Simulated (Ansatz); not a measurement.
Values for one crystal, relaxed and computed with r²SCAN in the plane-wave PAW code Ansatz; other levels are named.

Volume per atom: 14.45 Å³
Electronic character: metallic (no gap)
Density of states at the Fermi level: 0.45 states/eV per atom (mean over ±0.08 eV)
Formation energy from the elements (no fitted shifts): -0.60 eV/atom

Q: Pick the material that matches.
A) Hf3Si2, P4/mbm (Hf on 4h, Hf on 2a, Si on 4g)
B) Nb2GaC, P6_3/mmc (Nb on 4f, Ga on 2d, C on 2a)
C) Nb5Si3, I4/mcm (Nb on 16l, Nb on 4c, Si on 8h, Si on 4a)
D) Zr5Sb3S, P6_3/mcm (Zr on 4d, Zr on 6g, Sb on 6g, S on 2b)

A: B, Nb2GaC, P6_3/mmc (Nb on 4f, Ga on 2d, C on 2a)

The first step of the workflow began from a Materials Project structure, measured or hypothetical; the Crystallography Open Database copy checked does not list it. Whether it is the stable phase at ambient conditions was not checked. The r²SCAN relaxation kept the symmetry of its start; its stability against distortions is not shown here. The run is not spin-polarised. The references are the lowest solids computed at this level, not always the standard phases. Spin–orbit coupling is left out wherever it is not named.

Potentials: the earlier of the program's two PAW sets.
